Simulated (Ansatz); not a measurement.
YGe2 (MoSi2 or CaC2 type, space group No. 139) at seven volumes, PBE in the plane-wave PAW code Ansatz, shape and atoms relaxed at each. One row is withheld.

| V (Å³/atom) | P (GPa) |
|---|---|
| 19.339 | 8.09 |
| 19.977 | 4.94 |
| 20.615 | 2.27 |
| 21.252 | 0.00 |
| 21.890 | -1.90 |
| 22.527 | ? |
| 23.165 | -4.82 |

Problem. Fit the shown pressures and predict the withheld one.

Solution. P = (3/2)B₀(x^(7/2) − x^(5/2))[1 + (3/4)(B′ − 4)(x − 1)] with x = (V₀/V)^(2/3). Least squares on the six rows gives V₀ = 21.255 Å³/atom, B₀ = 68.6 GPa, B′ = 4.69. At V = 22.527, x = 0.9620 and P = -3.48 GPa. The run itself gave -3.49 GPa.

Space group I4/mmm (MoSi2 or CaC2 type). The cell is a constructed one: a structure type filled with these elements; neither database checked (COD, Materials Project) lists it. Whether it is the stable phase at ambient conditions was not checked. The PBE relaxation kept the symmetry of its start; its stability against distortions is not shown here. The run is not spin-polarised.

Potentials: the later of the program's two PAW sets.
